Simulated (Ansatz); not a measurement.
Input file for Ansatz (a quantum-chemistry and plane-wave program):

Ansatz 0.2 input:
```yaml
crystal:
  lattice:
    - [0.0, 2.718937041, 2.718937041]
    - [2.718937041, 0.0, 2.718937041]
    - [2.718937041, 2.718937041, 0.0]
  atoms:
    - { symbol: Ce, position: [0.0, 0.0, 0.0] }
    - { symbol: O, position: [0.25, 0.25, 0.25] }
    - { symbol: O, position: [0.75, 0.75, 0.75] }
kpoints:
  mp_grid: { grid: [9, 9, 9] }
hamiltonian:
  xc: r2scan
  pseudopotentials: { azcp: { folder: ./paw }, kind: paw }
scf:
  occupations: { method: fixed }
elastic: { mode: relaxed_ion, stencil: two_point, amplitude: 0.005, f_tol: 0.0005 }
```

Output (shortened):

```
Pseudopotential: Ce, paw, valence charge 12
Pseudopotential: O, paw, valence charge 6
Functional definition: r2SCAN
Crystal: 3 atoms, lattice volume = 40.200 Å³
Basis set: ecut = 500 eV, 965 PW (Γ), exchange–correlation on 120×120×120 points (64 copies of the dense FFT grid, shifted against one another)
Bands: 16, of which v1, the nominal top of the filled ones, is band 12 counted from 1 (11 counted from 0)
Symmetry: 48 space group operations
Space group: Fm-3m (ITA 225), of the structure as read, at distance tolerance 3.4e-5 Å
k-points: 35 of 729
SCF 1 converged in 15 iterations: F = -7732.939964 eV  dr2 = 7.17e-14
Crystal: 3 atoms, lattice volume = 40.200 Å³
SCF 2 converged in 3 iterations: F = -7732.939964 eV  dr2 = 4.88e-16
Crystal: 3 atoms, lattice volume = 39.999 Å³
Symmetry: 16 space group operations
k-points: 75 of 729
SCF 3 converged in 11 iterations: F = -7732.938808 eV  dr2 = 1.13e-14
Crystal: 3 atoms, lattice volume = 40.401 Å³
Basis set: ecut = 500 eV, 973 PW (Γ), exchange–correlation on 120×120×120 points (64 copies of the dense FFT grid, shifted against one another)
SCF 4 converged in 8 iterations: F = -7732.938843 eV  dr2 = 7.36e-14
Crystal: 3 atoms, lattice volume = 40.200 Å³
Symmetry: 8 space group operations
k-points: 125 of 729
SCF 5 converged in 10 iterations: F = -7732.939781 eV  dr2 = 2.20e-14
relax step   1: F+E_penalty+E_count = -7732.93978093 eV  Δ(F+E_penalty+E_count) = +0.000e0 eV  max|allowed force component| = 6.039e-3 eV/Å  Δτ_max = 0.0000 Å  (10 SCF iters, accepted)
Crystal: 3 atoms, lattice volume = 40.200 Å³
SCF 6 converged in 10 iterations: F = -7732.939784 eV  dr2 = 5.39e-15
relax step   2: F+E_penalty+E_count = -7732.93978386 eV  Δ(F+E_penalty+E_count) = -2.934e-6 eV  max|allowed force component| = 2.004e-3 eV/Å  Δτ_max = 0.0007 Å  (10 SCF iters, accepted)
Crystal: 3 atoms, lattice volume = 40.200 Å³
SCF 7 converged in 8 iterations: F = -7732.939784 eV  dr2 = 7.48e-14
relax step   3: F+E_penalty+E_count = -7732.93978423 eV  Δ(F+E_penalty+E_count) = -3.631e-7 eV  max|allowed force component| = 5.614e-8 eV/Å  Δτ_max = 0.0002 Å  (8 SCF iters, accepted)
Crystal: 3 atoms, lattice volume = 40.200 Å³
SCF 8 converged in 3 iterations: F = -7732.939784 eV  dr2 = 8.03e-15
Crystal: 3 atoms, lattice volume = 40.200 Å³
SCF 9 converged in 10 iterations: F = -7732.939781 eV  dr2 = 2.24e-14
relax step   1: F+E_penalty+E_count = -7732.93978093 eV  Δ(F+E_penalty+E_count) = +0.000e0 eV  max|allowed force component| = 6.039e-3 eV/Å  Δτ_max = 0.0000 Å  (10 SCF iters, accepted)
Crystal: 3 atoms, lattice volume = 40.200 Å³
SCF 10 converged in 9 iterations: F = -7732.939784 eV  dr2 = 7.56e-14
relax step   2: F+E_penalty+E_count = -7732.93978423 eV  Δ(F+E_penalty+E_count) = -3.297e-6 eV  max|allowed force component| = 2.109e-7 eV/Å  Δτ_max = 0.0005 Å  (9 SCF iters, accepted)
Crystal: 3 atoms, lattice volume = 40.200 Å³
SCF 11 converged in 3 iterations: F = -7732.939784 eV  dr2 = 1.37e-15
SCF converged after 3 iterations
Free energy (F): -7732.939964 eV
Harris-Foulkes:  -7732.939964 eV  (|F-HF|=4.55e-12)
Internal energy: -7732.939964 eV  (E = F + TS)
E sigma→0 (E₀):  -7732.939964 eV
Fermi energy:    10.257577 eV
--- Per-component energies (eV) ---
  E_band       = 0.141300
  E_kinetic    = 580.722055
  E_local      = -929.894934  (includes V_loc(G=0)·N_el)
  E_nonlocal   = 197.304571
  E_hartree    = 346.829044
  E_xc         = -287.789873
  E_vxc        = -400.565729  (∫ρ·V_xc dr)
  E_paw        = -5919.243874  (= ΣΔE_a)
  E_vpaw       = -164.849507  (= ΣTr[D̂ρ^β])
  E_aug_tail   = 0.000542  (compensation charges beyond the density's cutoff)
  E_vtau       = 23.766214  (kinetic-family band-sum trace: ∫τ·v_τ [+ j·A + Jᵃ·Aᵃ] dr)
  E_ewald      = -1720.885573
  E_core_change = 0.018078  (= ΣΔE_core)
  E_smearing   =  0.000000  (= −TS)
  E_closure    = 0.000000  (closes the sum)
  Σ components = -7732.939964   (vs F -7732.939964, Δ=0.00e0)
--- Forces (eV/Å), atoms counted from 1 ---
  atom   1  Ce     0.00000000     0.00000000     0.00000000
  atom   2  O      0.00000000     0.00000000     0.00000000
  atom   3  O      0.00000000     0.00000000     0.00000000
  max |Σ_I F_I| component: 1.85e-17 eV/Å
--- Stress (GPa, compression-positive) ---
        0.003546       0.000000       0.000000
        0.000000       0.003546       0.000000
        0.000000       0.000000       0.003546
  P = ⅓ Tr σ = 0.0035 GPa (0.035 kbar)
--- Band table (eV; the first three rows and the last of 35) ---
  k-point 0: bands = ["-23.2657", "-6.9621", "-6.0723", "-4.9051", "-4.9051", "-4.9051", "6.4287", "6.4287", "6.4287", "9.7055", "9.7055", "9.7055", "12.8721", "12.8721", "12.8721", "13.0162"]
  k-point 1: bands = ["-23.2419", "-7.3519", "-6.1614", "-4.9334", "-4.9334", "-4.5027", "6.5439", "6.5439", "6.7388", "9.5932", "9.6604", "9.6604", "12.8606", "12.8606", "12.8732", "13.0329"]
  k-point 2: bands = ["-23.1806", "-8.0327", "-6.4068", "-5.0037", "-5.0037", "-3.7439", "6.8287", "6.8287", "7.5103", "9.3677", "9.5656", "9.5656", "12.8131", "12.8131", "12.8759", "13.0247"]
  k-point 34: bands = ["-22.9892", "-8.6707", "-8.2909", "-5.4732", "-3.5543", "-3.0278", "7.3819", "8.0504", "8.9410", "9.2689", "9.5182", "9.8346", "12.5422", "12.6811", "12.6917", "12.9169"]
--- Elastic constants: 2 strain directions × 2 members + reference (group order 48) ---
  dense FFT box of the reference and of every strained cell: 30×30×30
  strains applied: 11, 23; error gains: componentwise 1.00 (the most a stress slope's error grows in a printed constant), spectral 1.73 (1 for all six strains …
  C = ∂σ_k/∂η_j (tension-positive GPa; Voigt order 11 22 33 23 13 12):
       361.677    105.156    105.156      0.000      0.000      0.000
       105.156    361.677    105.156      0.000      0.000      0.000
       105.156    105.156    361.677      0.000      0.000      0.000
         0.000      0.000      0.000     54.598      0.000      0.000
         0.000      0.000      0.000      0.000     54.598      0.000
         0.000      0.000      0.000      0.000      0.000     54.598
  reference stress σ⁰ (GPa):     -0.004     -0.004     -0.004      0.000      0.000      0.000
  moduli (Voigt/Reuss/Hill, GPa): K = 190.66/190.66/190.66   G = 84.06/70.88/77.47   E = 204.69   ν = 0.321
  mechanically stable: yes (min eigenvalue of sym C = 54.60 GPa)
  strain η (Voigt 11):  stress-route row diagonal C_11 = 361.68 GPa, energy-path curvature d²(F+E_count+ΔE)/dδ²/Ω₀ = 361.68 GPa
         δ    σ_11 (GPa)             F (eV)   n_scf  n_hpsi   n_pw
    -5.000e-3      -1.8304       -7732.9388083      11   35656   1026   relax 0 steps, max|allowed force component| 1.11e-16 eV/Å
     5.000e-3       1.7864       -7732.9388431       8   30374   1035   relax 0 steps, max|allowed force component| 1.11e-16 eV/Å
  strain η (Voigt 23):  stress-route row diagonal C_44 = 54.60 GPa, energy-path curvature d²(F+E_count+ΔE)/dδ²/Ω₀ = 54.61 GPa
         δ    σ_23 (GPa)             F (eV)   n_scf  n_hpsi   n_pw
    -5.000e-3      -0.2730       -7732.9397842       3   31330   1032   relax 3 steps, max|allowed force component| 5.61e-8 eV/Å
     5.000e-3       0.2730       -7732.9397842       3   31187   1032   relax 2 steps, max|allowed force component| 2.11e-7 eV/Å
```

Cost: about 50 core-seconds (a rough figure) on shared cores.

Symmetry was held in the r²SCAN relaxation. The run is not spin-polarised. The 4f shell is in the valence. No Hubbard U is applied. Spin–orbit coupling is left out wherever it is not named.

Potentials: the earlier of the program's two PAW sets. The files were generated under PBE; for other functionals the program regenerates the frozen cores, and for LDA and PBEsol the local potential too.

Ansatz is a plane-wave DFT program.
